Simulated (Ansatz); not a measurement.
Polymorphs of TePt, each relaxed with r²SCAN (plane waves, PAW; program Ansatz):

A: CsCl type (Pm-3m)
a = b = c = 3.4275 Å, α = β = γ = 90.00°

```
atom  site  symmetry       x       y       z
----  ----  --------  ------  ------  ------
Pt      1a      m-3m  0.0000  0.0000  0.0000
Te      1b      m-3m  0.5000  0.5000  0.5000
```

B: NiAs type (P6_3/mmc)
a = b = 4.241 Å, c = 5.624 Å, α = β = 90.00°, γ = 120.00°

```json
[
 {"atom": "Pt", "site": "2a", "symmetry": "-3m.", "x": "0.0000", "y": "0.0000", "z": "0.0000"},
 {"atom": "Te", "site": "2c", "symmetry": "-6m2", "x": "0.3333", "y": "0.6667", "z": "0.2500"}
]
```

C: R-3m
a = 3.9804 Å, b = 3.9804 Å, c = 20.6226 Å, α = 90.00°, β = 90.00°, γ = 120.00°

```csv
atom,site,symmetry,x,y,z
Te,6c,3m,0.0000,0.0000,0.0958
Pt,6c,3m,0.0000,0.0000,0.3693
```

**Question.** Order them by energy per atom at 0 K (lowest first) at the level r²SCAN.

**Answer.** C (+0 meV/atom), B (+197 meV/atom), A (+650 meV/atom)

Typed or built starts, not in the databases checked: A. Standing as an ambient phase not checked: B; C. Weakly bound layers, chains or molecules computed without a dispersion correction, so cells and soft constants are ill determined: C. All cells were relaxed under the symmetry of their starts (and spin orders); stability against distortions was not tested throughout. Rows with no word on spin ran without spin polarisation. Spin–orbit coupling is left out wherever it is not named.

Energies hold the estimated change up to a 700 eV cutoff; steps of a few meV lie near the error of the meshes.

Potentials: the later of the program's two PAW sets.
